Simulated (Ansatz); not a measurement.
## TiAl: energy along a strain

TiAl, P-6m2, a = 2.869 Å, c = 4.634 Å. The structure is a Materials Project entry; whether it is the stable form wasn't checked. Ansatz: r2SCAN, PAW, 500 eV, Γ-centred 24×24×14 mesh on 2 atoms, Gaussian smearing 0.15 eV; no spin polarisation. Cell vectors (Å): 2.869 0.000 0.000; -1.434 2.484 0.000; 0.000 0.000 4.634. The cell is strained by x per cent times the pattern (0 0 1 0 0 0) in the order xx yy zz yz xz xy (engineering shears), with fractional coordinates held. y is the free energy over the start, V0 = 16.511 Å³/atom.

```
x (%) y (meV/atom)
-2.00          4.90
-1.50          2.68
-1.00          1.13
 0.00          0.00
 0.50          0.38
 1.50          2.93
 2.00             ?
```

Q: Fit y = c1 x + c2 x² + c3 x³ to the other rows, get the stiffness along the pattern, and predict the missing energy.

A: Least squares on the rows shown. y = 0.1391 x + 1.246 x² − 0.02432 x³. The clamped-ion stiffness p·C·p = 2 × 12.46 eV × 160.2 / 16.511 Å³ = 242 GPa, which is C33 in these axes; c1 is there for the stress left in the start, which by itself gives a slope of 0.13 meV/atom per %. At x = 2.00 the fit asked for gives 5.07 meV/atom. The run gave 5.07 meV/atom, the same to the digits shown.